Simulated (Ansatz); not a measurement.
Na (bcc, W type)

```
CELL_PARAMETERS angstrom
     -2.08537     2.08537     2.08537
      2.08537    -2.08537     2.08537
      2.08537     2.08537    -2.08537
ATOMIC_POSITIONS crystal
  Na 0.00000 0.00000 0.00000
```

The slice is a {211} plane (indices of the conventional cell) through the point (0.000, 0.000, 0.000) (fractional), spanned by u = [111] and v = [1 0 -1] in vectors of this cell: u (3.61 Å) and v (5.90 Å, at 90° to u). It covers one period; positions are fractions (u, v).

Method: PBEsol (plane waves to 420 eV, PAW, scalar-relativistic; Ansatz, a quantum-chemistry and plane-wave program). k mesh 16×16×16. Inside the PAW spheres the values are not all-electron values, and peaks at nuclei hang on which shells count as valence. Na was relaxed with its symmetry unable to fall.

What is the ELF at the midpoint of the shortest Na–Na line in this plane (3.61 Å)?

0.4.

What is the valence density on the shortest Na–Na line in this plane (3.61 Å), at its midpoint?

0.03 e/Å³.

Predict the map of the electrostatic potential energy of an electron, from the cell's mean on the slice.


```
|xxxxxxxxxx==**%%%%**==xxxxxxxx|
|xxxxxxxx..++##%%%%##++..xxxxxx|
|xxxxxx  ==**%%%%%%%%**==  xxxx|
|xx  ::==**##%%@@@@%%##**==::  |
|====++**##%%@@@@@@@@%%##**++==|
|######%%%%@@@@@@@@@@@@%%%%####|
|%%%%%%@@@@@@@@@@@@@@@@@@@@%%%%|
|@@@@@@@@@@@@@@@@@@@@@@@@@@@@@@|
|@@@@@@@@@@@@@@@@@@@@@@@@@@@@@@|
|@@@@@@@@@@%%%%%%%%%%%%@@@@@@@@|
|@@@@@@@@%%%%%%%%%%%%%%%%@@@@@@|
|@@@@@@@@%%%%%%%%%%%%%%%%@@@@@@|
|@@@@@@@@%%%%%%%%%%%%%%%%@@@@@@|
|@@@@@@@@@@%%%%%%%%%%%%@@@@@@@@|
|@@@@@@@@@@@@@@@@@@@@@@@@@@@@@@|
|@@@@@@@@@@@@@@@@@@@@@@@@@@@@@@|
|%%%%%%@@@@@@@@@@@@@@@@@@@@%%%%|
|######%%%%@@@@@@@@@@@@%%%%####|
|====++**##%%@@@@@@@@%%##**++==|
|xx  ::==**##%%@@@@%%##**==::  |
|xxxxxx  ==**%%%%%%%%**==  xxxx|
|xxxxxxxx..++##%%%%##++..xxxxxx|
|xxxxxxxxxx==**%%%%**==xxxxxxxx|
|xxxxxxxxxx--**####**--xxxxxxxx|
```
Scale: ten equal steps from -2.21 (start of ' ') to 3.49 (end of '@'), in the order ' .:-=+*#%@'. Values: electrostatic potential energy of an electron, from the cell's mean, in eV. The map has 15 points along u (two characters each, u = 0 at the left) and 24 along v (v = 0 in the bottom row). Points within 1 Å of a nucleus are blanked (x), as the pseudised field means little there. The zero, the cell's mean, hangs on the PAW cores.
